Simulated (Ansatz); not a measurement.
This guess for Si₃P₄ is about to be relaxed.

```
Si P
1.0
     9.45395    0.00000    0.00000
    -4.72698    8.18737    0.00000
     0.00000    0.00000    3.62088
Si P
6 8
Direct
  0.82915 0.23548 0.75000
  0.59366 0.82915 0.25000
  0.23548 0.40634 0.25000
  0.76452 0.59366 0.75000
  0.40634 0.17085 0.75000
  0.17085 0.76452 0.25000
  0.66667 0.33333 0.75000
  0.33333 0.66667 0.25000
  0.66963 0.97272 0.75000
  0.69691 0.66963 0.25000
  0.97272 0.30309 0.25000
  0.02728 0.69691 0.75000
  0.33037 0.02728 0.25000
  0.30309 0.33037 0.75000
```

The calculation used Ansatz, DFT PBE, scalar-relativistic, plane waves, PAW. Cutoff 420 eV, Gaussian smearing, Γ-centred meshes. Cell and atoms relax first on a coarse mesh and then on a finer one. In between, the cell is made exact in the group found at 0.06 Å. In metals the finer mesh still leaves noise of several meV/atom or more. The steps can't lower the symmetry of their start. No spin polarisation.

A guess keeps its type if space group and coordination stay and the shape of the cell changes little (axis ratios within about 15 %, angles within 6°); the volume may change.

Question: Does this structure survive the relaxation?

Answer: It keeps its type. The symmetry stays P6_3/m (No. 176). The volume per atom grows by 9.0 %, from 20.0 to 21.8 Å³. The shortest distance goes from 2.15 Å (Si–P) to 2.25 Å (Si–P). The ratio c/a of the conventional cell changes by a factor of 0.98. Counting neighbours within 15 % of an atom's shortest distance, the start has P 3, Si 4 and the end P 3, Si 4.

The last run used a 6×6×10 mesh (in the run's order of axes) for its 14-atom cell and Gaussian smearing of 0.10 eV. Symmetry constrained the relaxation, so the result can be a saddle point.
